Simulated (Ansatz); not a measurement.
# ZrGa$_{3}$: pressure against volume, fitted

```xyz
4
Lattice="-1.9855 1.9855 4.3645 1.9855 -1.9855 4.3645 1.9855 1.9855 -4.3645" Properties=species:S:1:pos:R:3 pbc="T T T"
Zr    0.0000    0.0000    0.0000
Ga    0.0000    0.0000    4.3645
Ga    0.0000    1.9855    2.1822
Ga    1.9855    0.0000    2.1822
```

Atom numbers follow the list: Zr1, Ga2, Ga3, Ga4.

The cell comes from COD entry 1523054, which wasn't checked; take it as a given geometry. It is an old determination, and later ones may differ.

Spin polarisation is left out, and whether a magnetic state lies lower isn't shown here.

These are results of DFT, LDA, all-electron LAPW, scalar-relativistic in Ansatz 0.2.0, not measurements.

The runs use a Γ-centred 12×12×12 k mesh, Fermi–Dirac smearing of 0.03 eV, basis error target 1 meV/atom, no spin polarisation.

The cell is scaled evenly. Fractional coordinates are held (clamped ions).

```tsv
V (Å³/atom)	P (GPa)
16.173	1.36
16.862	-3.36
17.034	-4.38
17.206	-5.34
17.378	-6.24
17.550	-7.08
17.894	-8.61
18.238	-9.97
```

(1) Fit a third-order Birch–Murnaghan curve to the pressures.

(2) Predict the pressure at the withheld volume, 16.518 Å³/atom.

Answers

(1) P = (3B0/2)(y^(7/2) − y^(5/2))[1 + (3/4)(B0′ − 4)(y − 1)] with y = (V0/V)^(2/3) fits within 0.01 GPa for V0 = 16.355 Å³/atom, B0 = 118.9 GPa and B0′ = 4.82.

(2) There y = 0.9934, so the fit gives -1.15 GPa; the run gave -1.14 GPa.
